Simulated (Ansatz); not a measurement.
Hf₃TiN₄: relaxed-ion elastic tensor

These are results of DFT PBE, scalar-relativistic, plane waves, PAW (Ansatz 0.2.0), not measurements. Plane waves to 420 eV; Γ-centred k mesh 8×8×8; Fermi-Dirac smearing of 0.15 eV. No spin polarisation.

Relaxed structure:
```
CELL_PARAMETERS angstrom
4.49166 0.00000 0.00000
0.00000 4.49166 0.00000
0.00000 0.00000 4.49166
ATOMIC_POSITIONS crystal
Hf 0.50000 0.00000 0.00000
Hf 0.00000 0.00000 0.50000
Hf 0.00000 0.50000 0.00000
Ti 0.50000 0.50000 0.50000
N 0.00000 0.50000 0.50000
N 0.50000 0.50000 0.00000
N 0.00000 0.00000 0.00000
N 0.50000 0.00000 0.50000
```

The structure comes from a generated guess, relaxed at this level; another structure or a mixture of phases may lie lower. In a metal, frequencies and elastic constants depend on the k mesh and the smearing, soft modes and shear constants most. Spin–orbit coupling is left out, which matters for heavy elements.

Question: Give the relaxed-ion elastic constants (GPa, Voigt order xx yy zz yz xz xy, on the Cartesian axes of the cell above).

Answer:
C11 = 548.4, C12 = 117.1, C13 = 117.1, C22 = 548.4, C23 = 117.1, C33 = 548.4, C44 = 128.7, C55 = 128.7, C66 = 128.7 GPa; the others vanish.

Question: Is the crystal stable against homogeneous strain?

Answer: Yes: the least eigenvalue of the tensor is 128.7 GPa.

Question: And the moduli of a polycrystal (Hill averages)?

Answer: B = 261 GPa, G = 158 GPa, E = 395 GPa, ν = 0.25.
